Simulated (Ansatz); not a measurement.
NiS:
```yaml
crystal:
  lattice:
    - [3.46641, 0.00000, 0.00000]
    - [-1.73321, 3.00200, 0.00000]
    - [0.00000, 0.00000, 5.39547]
  atoms:
    - { symbol: Ni, position: [0.00000, 0.00000, 0.00000] }
    - { symbol: Ni, position: [0.00000, 0.00000, 0.50000] }
    - { symbol: S, position: [0.33333, 0.66667, 0.25000] }
    - { symbol: S, position: [0.66667, 0.33333, 0.75000] }
```
The run is spin-polarised; directions of the spins, atom by atom: ↑ ↓ 0 0.

Relaxed with r²SCAN.

### Question
Give the Bader charges and basin volumes of the independent atoms, r²SCAN in the plane-wave PAW code Ansatz.

### Answer


```
atom  Bader charge (e)  Bader volume (Å³)
----  ----------------  -----------------
Ni1              +0.81                9.8
S3               -0.81               18.2
```

Space group P6_3/mmc (NiAs type). The workflow started from an entry of the Crystallography Open Database (COD, 300 K), which files this formula under 3 space groups. Whether it is the stable phase at ambient conditions was not checked. Symmetry was held in the r²SCAN relaxation, as lowered by the spin order; its stability against distortions is not shown here. Magnetic state: antiferromagnetic, chosen from 5 collinear starts compared on coarse meshes (ties went to the first, and starts can fall back to one state), not a proven ground state. Other orbital occupations within this spin state were not tried. No Hubbard U is applied.

Potentials: the later of the program's two PAW sets.
